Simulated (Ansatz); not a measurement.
Relaxed-ion elastic tensor of B in space group Pm-3m (No. 221; B on 6f) in GPa (Voigt order), DFT-r²SCAN in the program Ansatz with PAW potentials; density 1.51 g/cm³, 11.87 Å³ per atom.

|  | 1 | 2 | 3 | 4 | 5 | 6 |
|---|---|---|---|---|---|---|
| 1 | 170 | 110 | 110 | 0.0 | 0.0 | 0.0 |
| 2 | 110 | 170 | 110 | 0.0 | 0.0 | 0.0 |
| 3 | 110 | 110 | 170 | 0.0 | 0.0 | 0.0 |
| 4 | 0.0 | 0.0 | 0.0 | 31.3 | 0.0 | 0.0 |
| 5 | 0.0 | 0.0 | 0.0 | 0.0 | 31.3 | 0.0 |
| 6 | 0.0 | 0.0 | 0.0 | 0.0 | 0.0 | 31.3 |

Q: Is the crystal mechanically stable?

A: Yes: the smallest eigenvalue of C is 31.3 GPa.

Q: Work out the Voigt, Reuss and Hill averages.

A: K_V = 130, K_R = 130, K_H = 130; G_V = 30.7, G_R = 30.7, G_H = 30.7 GPa.

Q: Give Young's modulus, Poisson's ratio, Pugh's ratio and the universal anisotropy index.

A: E = 9KG/(3K + G) = 85.4 GPa; ν = 0.39; K/G = 4.24 (ductile by the Pugh limit of 1.75); A_U = 5G_V/G_R + K_V/K_R − 6 = 0.00.

Q: Estimate the sound speeds and the Debye temperature.

A: v_l = √((K + 4G/3)/ρ) = 10600 m/s, v_t = √(G/ρ) = 4510 m/s, mean 5100 m/s; Θ = (h/k)(3n/4πV)^(1/3) v_m = 665 K.

Q: Give the Zener ratio and Young's modulus along [100], [110] and [111].

A: A = 2C44/(C11 − C12) = 1.05; 1/E = S11 − 2(S11 − S12 − S44/2)Γ with Γ = 0, 1/4, 1/3 gives 83.4, 85.9, 86.8 GPa.

The start of the workflow was typed in or built on a structure type; neither database checked (COD, Materials Project) lists it. It is not the phase usual at ambient conditions (space group No. 166). The r²SCAN relaxation kept the symmetry of its start; whether a distortion lowers the energy is not shown. As this level gives no gap, shear constants depend on the k-mesh and smearing (Fermi–Dirac, 0.1 eV here).

Potentials: the later of the program's two PAW sets.
